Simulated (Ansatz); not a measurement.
The calculation used DFT PBE, scalar-relativistic, plane waves, PAW (Ansatz 0.2.0). Settings: cutoff 420 eV, Γ-centred meshes spaced at most about 0.3 Å⁻¹, and about 0.25 Å⁻¹ or finer for metals (2π included), Gaussian smearing. No spin polarisation in the final relaxations.

Temperature and zero-point effects are left out.

Two forms of BeCd₂Se₃ were relaxed alike.

A. Space group P-4m2 (No. 115), tetragonal, a = 3.705 Å, c = 11.930 Å. Be is surrounded by 4 Se at 2.62 Å; Cd has 5 Se at 2.72–2.87 Å; Se on a site of symmetry 2mm has 5 Cd at 2.72–2.87 Å; around Se on a site of symmetry -4m2 lie 4 Be at 2.62 Å.

B. Space group P4mm (No. 99), tetragonal, a = 4.471 Å, c = 6.735 Å. Be is surrounded by 1 Se at 2.18 Å, 4 Se at 2.41 Å and 4 Cd at 3.42 Å; Cd on its first site is surrounded by 1 Cd at 2.77 Å and 4 Se at 2.84 Å; Cd on its second site has 1 Cd at 2.77 Å, 8 Se at 3.14–3.28 Å and 4 Be at 3.42 Å; Se on a site of symmetry 4mm has 1 Be at 2.18 Å and 4 Cd at 3.28 Å; Se on a site of symmetry 2mm has 2 Be at 2.41 Å, 2 Cd at 2.84 Å, 2 Cd at 3.14 Å and 4 Se at 3.16 Å.

Question: Which would you expect to be lower, and how large is the difference?

Answer: B is lower, by 44 meV/atom. A has space group P-4m2 (No. 115), 27.3 Å³/atom and no gap on its mesh; B has space group P4mm (No. 99), 22.4 Å³/atom and no gap. Counting Se atoms around Be and Cd (those within 1.25 times the shortest such distance or 1.15 times the sum of covalent radii; a plus sign parts nearer from farther groups; the shortest distance is added where it is long for a bond; a slash parts the counts of unlike sites), A has Be 4 from 2.6 Å, Cd 5 and B has Be 1+4, Cd 4/8 from 3.1 Å. Both come from invented guesses.

No dispersion correction is applied, so the spacing and binding between layers, chains or molecules are poorly described (P-4m2), and this can change margins and order among such cells. The zero gap of P-4m2 may come from the functional, which often closes small gaps. Cells relaxed within their symmetry can be saddle points.
